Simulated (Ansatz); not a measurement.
Al₂Cu:
```cif
data_Al8Cu4
_chemical_formula_sum 'Cu4 Al8'
_space_group_name_H-M_alt 'I4/mcm'
_space_group_IT_number 140
_space_group_name_Hall '-I 4 2c'
_cell_length_a 6.05139
_cell_length_b 6.05139
_cell_length_c 4.88727
_cell_angle_alpha 90.000
_cell_angle_beta 90.000
_cell_angle_gamma 90.000
loop_
_atom_site_label
_atom_site_type_symbol
_atom_site_symmetry_multiplicity
_atom_site_Wyckoff_symbol
_atom_site_fract_x
_atom_site_fract_y
_atom_site_fract_z
_atom_site_occupancy
Cu1 Cu 4 a 0.00000 0.00000 0.25000 1
Al1 Al 8 h 0.34137 0.15863 0.00000 1
```
(The calculation used a cell of 6 atoms; values per cell refer to that cell.)

Relaxed with PBE.

Task: Tabulate the valence density and the electron localisation function along the shortest Cu–Cu contact (2.44 Å), PBE in the plane-wave PAW code Ansatz.

Result: 

```csv
distance from Cu (Å),density (e/Å³),ELF
0.24,39.10,0.80
0.37,20.10,0.58
0.49,8.86,0.37
0.61,3.70,0.25
0.73,1.61,0.20
0.86,0.76,0.18
0.98,0.46,0.19
1.10,0.37,0.23
1.22,0.34,0.26
1.34,0.37,0.23
1.47,0.46,0.19
1.59,0.76,0.18
1.71,1.61,0.20
1.83,3.70,0.25
1.95,8.86,0.37
2.08,20.10,0.58
2.20,39.10,0.80
```

The density is the valence pseudo-density with augmentation charge, so density and ELF within about 1 Å of a nucleus are not all-electron values.

The PBE relaxation kept the symmetry of its start; of distortions, only those at the zone centre were tested. The run is not spin-polarised.

Potentials: the later of the program's two PAW sets.
